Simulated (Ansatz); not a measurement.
Data:

Mo3S4:
```
CELL_PARAMETERS angstrom
      4.56449     2.63531     3.61997
     -4.56449     2.63531     3.61997
      0.00000    -5.27062     3.61997
ATOMIC_POSITIONS crystal
  Mo 0.40572 0.55195 0.21115
  Mo 0.59428 0.44805 0.78885
  Mo 0.21115 0.40572 0.55195
  Mo 0.78885 0.59428 0.44805
  Mo 0.55195 0.21115 0.40572
  Mo 0.44805 0.78885 0.59428
  S  0.13166 0.73561 0.38823
  S  0.86834 0.26439 0.61177
  S  0.38823 0.13166 0.73561
  S  0.61177 0.86834 0.26439
  S  0.73561 0.38823 0.13166
  S  0.26439 0.61177 0.86834
  S  0.22083 0.22083 0.22083
  S  0.77917 0.77917 0.77917
```

This is the PBEsol-relaxed structure.

Q: All from PBEsol in the plane-wave PAW code Ansatz, unless another level is named. Predict the electronic character.

A: metallic (no gap).

Q: Predict the formation energy from the elements (no fitted shifts).

A: -0.77 eV/atom.

Q: Predict the density of states at the Fermi level.

A: 0.49 states/eV per atom (mean over ±0.08 eV).

Q: Next, the gap with spin–orbit coupling?

A: none (metallic).

Space group R-3. The first step of the workflow began from a Materials Project structure, measured or hypothetical; the Crystallography Open Database files this formula in space group No. 148, but the cells were not matched. Whether it is the stable phase at ambient conditions was not checked. The cell was relaxed with PBEsol under the symmetry of its start; whether a distortion lowers the energy is not shown. No spin polarisation was allowed. The references are the lowest solids computed at this level, not always the standard phases. Scalar-relativistic: spin–orbit coupling is off unless named, which matters more the heavier the elements.

Potentials: the later of the program's two PAW sets.
